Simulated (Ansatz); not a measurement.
Relaxation of a generated cell, Nb placed in the fcc structure type; 1 atom in the cell, which starts as Fm-3m (No. 225), cF4; a = 4.1577 Å, b = 4.1577 Å, c = 4.1577 Å, α = 90.00°, β = 90.00°, γ = 90.00°. Computed with r2SCAN (plane waves to 500 eV, PAW, scalar-relativistic; Ansatz, a program for electronic structure). Γ-centred k-mesh 13×13×13 on the run's cell (coarser than for final values), Fermi–Dirac smearing 0.05 eV. This is the first round of the run. 

The optimiser's lines from the output (shortened; P is positive under compression):

```
relax step   1: F+E_penalty+E_count = -4563.31476013 eV  Δ(F+E_penalty+E_count) = +0.000e0 eV  max|allowed force component| = 0.000e0 eV/Å  Δτ_max = 0.0000 Å  P = +7.433 GPa  Ω = 17.969 Å³  (6 SCF iters, dr2 threshold 1.00e-7 eV, accepted)
relax step   2: F+E_penalty+E_count = -4563.23840857 eV  Δ(F+E_penalty+E_count) = +7.635e-2 eV  max|allowed force component| = 0.000e0 eV/Å  Δτ_max = 0.0000 Å  P = -14.037 GPa  Ω = 20.648 Å³  (7 SCF iters, dr2 threshold 1.00e-7 eV, rejected (line search))
relax step   3: F+E_penalty+E_count = -4563.33068207 eV  Δ(F+E_penalty+E_count) = -1.592e-2 eV  max|allowed force component| = 0.000e0 eV/Å  Δτ_max = 0.0000 Å  P = -0.931 GPa  Ω = 18.814 Å³  (10 SCF iters, accepted)
relax step   4: F+E_penalty+E_count = -4563.33103365 eV  Δ(F+E_penalty+E_count) = -3.516e-4 eV  max|allowed force component| = 0.000e0 eV/Å  Δτ_max = 0.0000 Å  P = -0.049 GPa  Ω = 18.716 Å³  (4 SCF iters, dr2 threshold 1.00e-7 eV, accepted)
relax step   5: F+E_penalty+E_count = -4563.33103729 eV  Δ(F+E_penalty+E_count) = -3.636e-6 eV  max|allowed force component| = 0.000e0 eV/Å  Δτ_max = 0.0000 Å  P = -0.000 GPa  Ω = 18.710 Å³  (3 SCF iters, dr2 threshold 5.93e-9 eV, accepted)
relax step   6: F+E_penalty+E_count = -4563.33144982 eV  Δ(F+E_penalty+E_count) = -4.125e-4 eV  max|allowed force component| = 0.000e0 eV/Å  Δτ_max = 0.0000 Å  P = +0.008 GPa  Ω = 18.710 Å³  stress off target by 8.33e-3 GPa  SCF on the basis re-selected at this cell (its energy is not comparable with the rows above)  (5 SCF iters)
```

From the first to the last row the energy changes by -0.02 eV/atom and the volume by +4.1 %. The last row is marked as not comparable with the walk above it, whose basis was carried along; it does compare with step 1, since both stand on a basis selected at the nominal cutoff for their own cell.

Step 2 was rejected by the optimiser.

Later rounds, restarted from the end of this one on a renewed k-mesh, logged 4 more steps and released under 0.01 eV/atom more. The final structure after all rounds: Fm-3m (No. 225), cF4, fcc (Cu type); a = b = c = 4.213 Å, α = β = γ = 90.00°. Between re-selections the logged energies stand on a plane-wave basis carried along with the cell. No spin polarisation in the result.

The run could not lose the symmetry of its start: the end is stationary, and may be a saddle point rather than a minimum.

The relaxed structure here is a generated cell of Nb: the first start was made by placing the elements on the sites of a structure type, and the end was not matched to a known phase here, so it may be hypothetical. Known forms of Nb include space group No. 229.
